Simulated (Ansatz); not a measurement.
According to DFT-r²SCAN in the program Ansatz with PAW potentials, InP in the hexagonal phase (P6_422; In on 3c, P on 3d) relaxes to a = 4.139 Å, c = 9.352 Å. Against the elements it lies at -19 kJ/mol of atoms, with no fitted shifts.

The Kohn–Sham gap is 0.41 eV (smallest direct gap 0.41 eV). The valence maximum lies on the Γ–M line, 4 % of the way from Γ and the conduction minimum at Γ. HSE06 on the same cell gives 0.66 eV. Gap from r²SCAN with spin–orbit coupling: 0.40 eV. The electron mass is 0.034, 0.071, 0.071 mₑ (principal values).

The bulk modulus is 73.6 GPa.

The start of the workflow was typed in or built on a structure type; neither database checked (COD, Materials Project) lists it. It is not the phase usual at ambient conditions (space group No. 216). Symmetry was held in the r²SCAN relaxation; its stability against distortions is not shown here. The references are the lowest solids computed at this level, not always the standard phases. Spin–orbit coupling is left out wherever it is not named.

Potentials: the earlier of the program's two PAW sets. The files were generated under PBE; for other functionals the program regenerates the frozen cores, and for LDA and PBEsol the local potential too.
